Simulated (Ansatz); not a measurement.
Al: energy along a strain

Al, Im-3m, a = 3.182 Å (as given, not relaxed at this level: 2.2 GPa). This isn't the element's structure at ambient conditions. Ansatz: PBEsol, PAW, 420 eV, Γ-centred 20×20×20 mesh on 1 atom, Gaussian smearing 0.15 eV; no spin polarisation. Cell vectors (Å): -1.591 1.591 1.591; 1.591 -1.591 1.591; 1.591 1.591 -1.591. The cell is strained by x per cent times the pattern (0 0 0 1 0 0) in the order xx yy zz yz xz xy (engineering shears), with fractional coordinates held. y is the free energy over the start, V0 = 16.116 Å³/atom. Symmetry makes y even in x. Points with a strain past 8.5 % were computed too (2) and aren't used here.

```tsv
x (%)	y (meV/atom)
-5.00	6.03
0.00	0.00
1.25	0.33
2.50	1.38
3.75	3.25
6.25	9.71
7.50	?
```

Fit y = c2 x² + c4 x⁴ to the other rows, get the stiffness along the pattern, and predict the missing energy.

Least squares on the rows shown. y = 0.2228 x² + 0.0006683 x⁴. The clamped-ion stiffness p·C·p = 2 × 2.228 eV × 160.2 / 16.116 Å³ = 44 GPa, which is C44 in these axes (second derivative at the start, which stands under stress). With a term in x⁶ added, the coefficient of x² becomes 0.2116, 5 % less, which shows how far this figure hangs on the form. At x = 7.50 the fit asked for gives 14.65 meV/atom. The run gave 14.32 meV/atom, so the fit is 0.33 meV/atom too high, 2.3 % of the span of the series, against an rms of 0.03 meV/atom on the fitted rows. The row lies outside the fitted range. With a term in x⁶ added, a fit to the same known rows predicts 13.97 meV/atom, which misses by about as much or more on the other side: the known rows don't fix the higher terms.